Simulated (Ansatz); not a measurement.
# Competing spin states in ZrCoF$_{6}$

```xyz
16
Lattice="0.0000 7.9890 7.9890 3.9945 0.0000 3.9945 3.9945 3.9945 0.0000" Properties=species:S:1:pos:R:3 pbc="T T T"
Zr    3.9945    3.9945    3.9945
Co    0.0000    0.0000    0.0000
F     2.0132    3.9945    3.9945
F     3.9945    2.0132    3.9945
F     5.9758    3.9945    3.9945
F     3.9945    5.9758    3.9945
F     3.9945    3.9945    2.0132
F     3.9945    3.9945    5.9758
Zr    3.9945    7.9890    7.9890
Co    0.0000    3.9945    3.9945
F     2.0132    7.9890    7.9890
F     3.9945    6.0077    7.9890
F     5.9758    7.9890    7.9890
F     3.9945    9.9703    7.9890
F     3.9945    7.9890    6.0077
F     3.9945    7.9890    9.9703
```

Method: r2SCAN in Ansatz 0.2.0, PAW datasets, plane waves to 500 eV, 3×6×6 Γ-centred mesh, fermi-dirac occupations of width 0.050 eV. The atoms are fixed and numbered as listed; spin is collinear, without spin-orbit coupling.

The cycle has several fixed points for this cell. Moments (μB):

```json
{"state": "A", "Co2": "0.00", "Co10": "0.00", "other atoms together": "0.00", "size of the net moment a cell": "0.00"}
{"state": "B", "Co2": "2.63", "Co10": "-2.63", "other atoms together": "0.00", "size of the net moment a cell": "0.00"}
{"state": "C", "Co2": "2.63", "Co10": "2.63", "other atoms together": "0.38", "size of the net moment a cell": "6.00"}
```

Site moments are taken in small spheres that don't touch (radius about 0.4 of the atom's shortest bond), so those of the magnetic atoms read low, and they needn't add up to the net moment. State A was run without spin polarisation.

What is the order in energy at zero smearing?

State B (antiparallel, compensated) comes first by a margin too small to trust; C (parallel moments) lies 0.3 meV above it, A (without moments) lies 261 meV above it, all counted an atom of the cell. The two lowest differ by only 2.3 meV for each atom with a column above, which mesh or functional could overturn.

Which states have a gap on the mesh, and what pressure does each exert on this cell?

A: no gap, 0.7 GPa; B: gap 1.84 eV, 4.1 GPa; C: gap 1.72 eV, 4.1 GPa (positive in compression). Moments take up room: without them the pressure is lower, so that state wants a smaller cell.

How much does the cell gain by forming moments?

261 meV an atom of the cell, or 2088 meV for each Co atom, against state A, which has none. A run without spin would miss this and give wrong energies and forces. That state isn't the paramagnet, which keeps its moments, so this is no ordering energy.

The cell is that of a Crystallography Open Database entry, unchanged but doubled along one cell vector so that moments can oppose.

Caveats: only orders that fit this cell and collinear spins were tried, so the true order may need a larger cell or canted moments; atoms and cell are not relaxed, and each state would relax in its own way; semilocal functionals without U often misplace the states of 3d oxides, halides and chalcogenides; the k mesh is coarse, so differences of a few meV are uncertain where a state is a metal; one start a pattern, so a lower state of the same pattern may exist; the nearest magnetic atoms form triangles, which frustrates antiparallel coupling, so the true order may be non-collinear or need another cell; the atoms stand off equilibrium, with forces up to 0.6 eV/Å.
